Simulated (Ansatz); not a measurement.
Sc:
```
CELL_PARAMETERS angstrom
      3.31941     0.00000     0.00000
     -1.65971     2.87469     0.00000
      0.00000     0.00000     5.16320
ATOMIC_POSITIONS crystal
  Sc 0.33333 0.66667 0.75000
  Sc 0.66667 0.33333 0.25000
```

Relaxed with PBE. Special points in fractions of this cell's reciprocal vectors: Γ (0.000, 0.000, 0.000); M (0.500, 0.000, 0.000); K (0.333, 0.333, 0.000); A (0.000, 0.000, 0.500); L (0.500, 0.000, 0.500); H (0.333, 0.333, 0.500).

Problem. List the band energies nearest the Fermi level at these points for DFT-PBE in the program Ansatz with PAW potentials.

Solution. In eV from the Fermi level; about four levels below and three above (degenerate sets whole), none deeper than 8.9 eV; points with the same levels are listed once.

```csv
k,below,above
Γ,-5.12 -1.63,0.62 1.59 1.59
M,-1.62 -1.06 -0.67 -0.35,1.30 1.33 1.88
K,-0.72 -0.72 -0.62 -0.49,1.02 1.02 2.12
A,-3.58 -3.58,0.98 0.98 1.50 1.50 1.50 1.50
L,-1.47 -1.47,0.07 0.07 1.27 1.27
H,-0.41 -0.41 -0.13 -0.13,0.26 0.26 2.39 2.39
```

Space group P6_3/mmc (hcp (Mg type)). Symmetry was held in the PBE relaxation. The run is not spin-polarised.

Potentials: the later of the program's two PAW sets.
